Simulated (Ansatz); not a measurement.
Hf₂InC in space group P6_3/mmc (No. 194; Hf on 4f, In on 2d, C on 2a) at seven volumes, PBEsol (plane waves, PAW; program Ansatz), shape and atoms relaxed at each. One row is withheld.

```
V (Å³/atom)  P (GPa)
-----------  -------
15.673         16.27
16.189          9.94
16.706          4.56
17.223          0.00
17.739         -3.86
18.256         -7.11
18.773             ?
```

### Question
Fit the shown pressures and predict the withheld one.

### Answer
P = (3/2)B₀(x^(7/2) − x^(5/2))[1 + (3/4)(B′ − 4)(x − 1)] with x = (V₀/V)^(2/3). Least squares on the six rows gives V₀ = 17.224 Å³/atom, B₀ = 139 GPa, B′ = 4.51. At V = 18.773, x = 0.9442 and P = -9.86 GPa. The run itself gave -9.83 GPa.

The first step of the workflow began from a Materials Project structure, measured or hypothetical; the Crystallography Open Database copy checked does not list it. Its standing as an ambient phase is unchecked. Symmetry was held in the PBEsol relaxation; of distortions, only those at the zone centre were tested. No spin polarisation was allowed. Scalar-relativistic: spin–orbit coupling is off unless named, which matters more the heavier the elements.

Potentials: the later of the program's two PAW sets.
